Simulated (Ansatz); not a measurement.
# Rocksalt alloy of MgO and CaO (12 of 32 Mg sites exchanged), 64 atoms

Ansatz, PAW, plane waves. PBEsol relaxation of volume and atoms (shape held) at the single k point (¼, ¼, ¼) without its symmetry partners; single points on the relaxed atoms at the Γ point alone, onto which points of the small cell's zone fold. Arrangement: random. No spin–orbit coupling unless named.

Relaxed structure:

```
O Mg Ca
1.0
     8.91143    0.00000    0.00000
     0.00000    8.91143    0.00000
     0.00000    0.00000    8.91143
O Mg Ca
32 20 12
Direct
  0.25018 0.99126 0.98789
  0.24990 0.99895 0.50976
  0.24973 0.51293 0.99845
  0.25013 0.50257 0.50105
  0.74981 0.00887 0.99637
  0.75020 0.00149 0.50261
  0.74959 0.48891 0.00016
  0.74961 0.49712 0.50077
  0.98990 0.23663 0.00137
  0.99805 0.24489 0.50009
  0.00891 0.76380 0.01428
  0.00089 0.75499 0.48947
  0.50939 0.23743 0.99032
  0.50164 0.24540 0.50875
  0.49048 0.76372 0.01250
  0.49909 0.75458 0.49036
  0.98925 0.00092 0.25454
  0.99713 0.01071 0.74694
  0.99870 0.49720 0.26423
  0.99972 0.48459 0.73686
  0.51189 0.99180 0.25446
  0.50296 0.01012 0.74712
  0.50099 0.51050 0.26327
  0.50002 0.48700 0.73728
  0.23795 0.24803 0.26215
  0.24652 0.23672 0.73792
  0.24681 0.75317 0.25590
  0.24958 0.76325 0.74308
  0.76058 0.23668 0.25735
  0.75255 0.23613 0.74467
  0.75335 0.76324 0.26263
  0.75011 0.76430 0.73848
  0.99493 0.00297 0.99978
  0.99682 0.00228 0.50072
  0.99968 0.49460 0.49794
  0.50421 0.00118 0.99475
  0.50329 0.00061 0.50342
  0.50008 0.49962 0.50016
  0.24630 0.24345 0.50401
  0.24940 0.75860 0.00528
  0.24909 0.75498 0.49740
  0.75283 0.23922 0.99511
  0.75302 0.24213 0.50290
  0.75073 0.75892 0.49673
  0.24896 0.00149 0.74540
  0.75237 0.00081 0.25802
  0.75079 0.00517 0.74489
  0.99494 0.24161 0.25928
  0.99652 0.24184 0.74050
  0.99967 0.75967 0.25728
  0.50415 0.24203 0.74299
  0.50019 0.75669 0.25741
  0.99959 0.49648 0.00413
  0.49966 0.50022 0.00058
  0.24697 0.24258 0.99435
  0.74998 0.75942 0.00596
  0.24864 0.99802 0.25232
  0.24794 0.50348 0.25574
  0.24957 0.49749 0.74438
  0.75192 0.49992 0.25646
  0.75016 0.49300 0.74506
  0.00159 0.75604 0.74558
  0.50490 0.24538 0.25514
  0.49805 0.75631 0.74527
```

**Question.** What are the mean bond lengths by pair (pairs within 1.2 times the sum of covalent radii, less contacts 15 % beyond the pair's median; cation–cation pairs of compounds aside; long ionic contacts are cut short by that bound)?

**Answer.** Ca–O 2.293 ± 0.068 Å (standard deviation, 72 bonds); Mg–O 2.191 ± 0.071 Å (standard deviation, 120 bonds).

**Question.** What gap lies between the top filled and the lowest empty level in the single points?

**Answer.** HSE06 5.79 eV (15 s on NVIDIA GB300).
